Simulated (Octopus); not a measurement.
PbSe (Fm-3m, No. 225):
```xyz
2
Lattice="0.0000 3.0908 3.0908 3.0908 0.0000 3.0908 3.0908 3.0908 0.0000" Properties=species:S:1:pos:R:3 pbc="T T T"
Pb     0.0000     0.0000     0.0000
Se     3.0908     0.0000     0.0000
```
The cell is a database entry, not relaxed again.

Method: LDA in Octopus 16.4; grid spacing about 0.22 Å, Γ-centred 6×6×6 k-mesh, Fermi-Dirac smearing of 0.03 eV, no spin polarisation; valence-only HGH without core correction for Pb Se. Spin-orbit coupling is left out.

Energies in eV against the valence band top; 10 electrons a cell outside the pseudopotentials' cores.

| k-point (reduced) | band 1 | band 2 | band 3 | band 4 | band 5 | band 6 | band 7 | band 8 |
|---|---|---|---|---|---|---|---|---|
| Γ (0.000, 0.000, 0.000) | -13.36 | -6.45 | -1.66 | -1.66 | -1.66 | 4.54 | 4.54 | 4.54 |
| X (0.500, 0.000, 0.500) | -12.17 | -7.42 | -4.75 | -3.01 | -3.01 | ___ | 5.41 | 5.41 |
| U (0.625, 0.250, 0.625) | -12.14 | -8.00 | -4.36 | -2.54 | -2.28 | 3.35 | 3.88 | 5.35 |
| K (0.375, 0.375, 0.750) | -12.14 | -8.00 | -4.36 | -2.54 | -2.28 | 3.35 | 3.88 | 5.35 |
| L (0.500, 0.500, 0.500) | -12.36 | -8.71 | -1.34 | -1.34 | 0.00 | 0.27 | 1.66 | 1.66 |
| W (0.500, 0.250, 0.750) | -12.11 | -7.99 | -4.01 | -4.01 | ___ | ___ | 4.95 | 4.95 |

Problem. Complete the blanks.

Solution. 
- W (0.500, 0.250, 0.750), band 6: 1.79
- X (0.500, 0.000, 0.500), band 6: 3.79
- W (0.500, 0.250, 0.750), band 5: -0.70
